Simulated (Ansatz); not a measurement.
The relaxed structure here is a generated cell of BP: the first start was made by a random draw of sites in a space group, and the end was not matched to a known phase here, so it may be hypothetical. Known forms of BP include space group No. 216.

A relaxed structure of BP. Space group R32 (No. 155). All values below come from r2SCAN (plane waves to 500 eV, PAW, scalar-relativistic; Ansatz, a program for electronic structure).

```cif
data_B12P12
_chemical_formula_sum 'B12 P12'
_space_group_name_H-M_alt 'R32 :H'
_space_group_IT_number 155
_space_group_name_Hall 'R 3 2"'
_cell_length_a 7.12598
_cell_length_b 7.12598
_cell_length_c 9.87091
_cell_angle_alpha 90.000
_cell_angle_beta 90.000
_cell_angle_gamma 120.000
loop_
_atom_site_label
_atom_site_type_symbol
_atom_site_symmetry_multiplicity
_atom_site_Wyckoff_symbol
_atom_site_fract_x
_atom_site_fract_y
_atom_site_fract_z
_atom_site_occupancy
B1 B 3 b 0.00000 0.00000 0.50000 1
B2 B 9 e 0.22971 0.22971 0.50000 1
P1 P 9 d 0.29509 0.29509 0.00000 1
P2 P 3 a 0.00000 0.00000 0.00000 1
```
(The calculation used a cell of 8 atoms; values per cell refer to that cell.)

```json
{
 "volume_per_atom": "18.09 Å³",
 "density": "1.92 g/cm³",
 "band_gap": "no gap (metallic)",
 "shortest_distances": "B–B 1.64 Å; B–P 1.88 Å; P–P 2.10 Å",
 "k-mesh": "9×9×9"
}
```

Band energies at high-symmetry points (eV from the Fermi level; labels of this space group; no spin-orbit coupling), from −5 eV up to 3.9 eV:

| point | energies |
|---|---|
| Γ | -4.19 -4.19 -2.24 -1.80 -1.80 -0.59 1.83 1.83 2.39 2.47 2.85 |
| T | -4.53 -4.53 -3.05 -3.05 -1.38 -1.38 -1.38 0.02 0.10 1.21 1.21 1.47 |
| H2 | -4.61 -4.55 -3.20 -3.18 -1.67 -1.42 -1.09 0.03 0.25 1.07 1.34 1.67 |
| H0 | -4.61 -4.55 -3.20 -3.18 -1.67 -1.42 -1.09 0.03 0.25 1.07 1.34 1.67 |
| L | -4.29 -3.62 -1.67 -1.43 -1.24 -0.95 -0.03 0.66 2.24 2.39 3.41 |
| S0 | -4.26 -4.24 -1.79 -1.16 -0.97 0.04 0.30 1.45 2.34 2.83 3.08 3.27 |
| S2 | -4.26 -4.24 -1.79 -1.16 -0.97 0.04 0.30 1.45 2.34 2.83 3.08 3.27 |
| F | -4.28 -4.25 -1.80 -1.14 -0.94 0.05 0.33 1.44 2.35 2.83 3.13 3.28 |

No spin polarisation in the result.

The run could not lose the symmetry of its start, so the end can be a saddle point.
